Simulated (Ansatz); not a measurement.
## Zn$_{3}$Pd: how the energy converges with the cutoff

Zn$_{3}$Pd, I4/mmm, a = 3.711 Å, c = 8.086 Å. The structure is a Materials Project entry; whether it is the stable form wasn't checked. Ansatz: PBEsol, PAW, cutoff varied, Γ-centred 16×16×16 mesh on 4 atoms, Gaussian smearing 0.10 eV; no spin polarisation. Single points at one geometry, the cutoff alone changed; ΔE is the energy at zero smearing over the run at 500 eV. The runs up to 350 eV lie under the cutoff recommended for these PAW datasets.

| cutoff (eV) | ΔE (meV/atom) |
| --- | --- |
| 250 | 1385.38 |
| 300 | 138.24 |
| 350 | ? |
| 420 | 1.52 |

Q: Assume ΔE falls exponentially with the cutoff, fit y = ln ΔE against x, the cutoff in eV, to the other rows, and predict the missing value.

A: y = 7.234, 4.929, 0.419. Means x = 323.3, y = 4.1940; Σ(Δx)² = 15267, ΣΔxΔy = -605.0; the slope is their ratio. y = 17.01 − 0.03963 x, a factor of ten per 58 eV. At 350 eV this gives ΔE = 23.09 meV/atom. The run gave 9.32, a ratio of 2.48. Between neighbouring rows the decay runs from a factor of ten per 43 eV to one per 89 eV, so one exponential is only a rough guide. The fast fall gives way to a slow tail.